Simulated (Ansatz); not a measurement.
## Trial structures of Al₅H: starts and ends

Level of theory: Ansatz, DFT PBE, scalar-relativistic, plane waves, PAW. Settings: cutoff 420 eV, Γ-centred meshes spaced at most about 0.3 Å⁻¹, and about 0.25 Å⁻¹ or finer for metals (2π included), Gaussian smearing. No spin polarisation in the final relaxations.

Each guess was relaxed in cell and atoms at zero pressure, within the symmetry of its start. These are static total energies at zero pressure. Coordination counts Al atoms around H (those within 1.25 times the shortest such distance or 1.15 times the sum of covalent radii, 1.27 where that leaves under three; a plus sign parts nearer from farther groups; the shortest distance is added where it exceeds 1.18 times the sum of covalent radii).

```csv
guess,made from,start group,V start (Å³/atom),end group,V end (Å³/atom),coordination at the end,gap on mesh (eV),E over the lowest end (meV/atom)
1,MgTi5 type,P-6m2,17.6,P-6m2,14.4,H 6 from 2.2 Å,0,0
2,random cell,F-43m,13.7,F-43m,19.6,H 4,0,374
3,CeFe5 type,P6/mmm,14.8,P6/mmm (CaCu5),18.4,H 6+12 from 3.0 Å,0,384
4,random cell,P4mm,14.9,P4mm,17.1,H 4,0,92
5,Mg5Cu type,P-62m,17.5,?,?,?,?,?
```

Guess 5 as it starts:

```cif
data_structure
_symmetry_space_group_name_H-M 'P-62m'
_symmetry_Int_Tables_number 189
_cell_length_a 5.0875
_cell_length_b 5.0875
_cell_length_c 4.6754
_cell_angle_alpha 90.000
_cell_angle_beta 90.000
_cell_angle_gamma 120.000
_cell_volume 104.80
loop_
_atom_site_label
_atom_site_type_symbol
_atom_site_symmetry_multiplicity
_atom_site_Wyckoff_symbol
_atom_site_fract_x
_atom_site_fract_y
_atom_site_fract_z
_atom_site_occupancy
Al1 Al 2 d 0.66667 0.33333 0.50000 1
Al2 Al 3 f 0.31656 0.00000 0.00000 1
H1 H 1 b 0.00000 0.00000 0.50000 1
```

**Question.** Predict the end of this guess and its energy over the lowest end.

**Answer.** It ends in Al and H ordered on hcp sites, space group P-62m (No. 189), with a = 4.814 Å, c = 4.575 Å, 15.3 Å³/atom and no gap. It lies 114 meV/atom over the lowest end, above guess 4 and below guess 2. Counting Al atoms around H, this end has H 12 from 2.8 Å and the lowest (guess 1) has H 6 from 2.2 Å.

```yaml
crystal:
  lattice:
    - [4.81386, 0.00000, 0.00000]
    - [-2.40693, 4.16893, 0.00000]
    - [0.00000, 0.00000, 4.57505]
  atoms:
    - { symbol: Al, position: [0.66667, 0.33333, 0.50000] }
    - { symbol: Al, position: [0.32724, 0.00000, 0.00000] }
    - { symbol: Al, position: [0.67276, 0.67276, 0.00000] }
    - { symbol: Al, position: [0.00000, 0.32724, 0.00000] }
    - { symbol: Al, position: [0.33333, 0.66667, 0.50000] }
    - { symbol: H, position: [0.00000, 0.00000, 0.50000] }
```

Energies over the elements count from the elements' standard structures at the same level (H₂ as a molecule), with no fitted energy shifts.

**Question.** Is the lowest end bound against the elements?

**Answer.** No: its formation energy is +0.16 eV/atom. The separate elements lie lower, so it is unstable against them.

For metals, differences of a few meV/atom aren't resolved. With hydrogen, zero-point motion can shift formation energies by some tens of meV/atom. Cells relaxed within their symmetry can be saddle points. A lower structure may well exist outside this small set. Some types were kept out of the candidates beforehand, so the set may lack a known form.
